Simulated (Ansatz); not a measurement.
### Question
FeCo (CsCl type, Pm-3m) is relaxed with the program Ansatz at the PBEsol level (PAW). What lattice parameters of the conventional cell result?

### Answer
a = 2.800 Å.

The PBEsol relaxation kept the symmetry of its start. Magnetic state: ferromagnetic, chosen from 5 collinear starts compared on coarse meshes (ties went to the first, and starts can fall back to one state), not a proven ground state. Textbook magnetic order: ferromagnetic.

Potentials: the earlier of the program's two PAW sets.
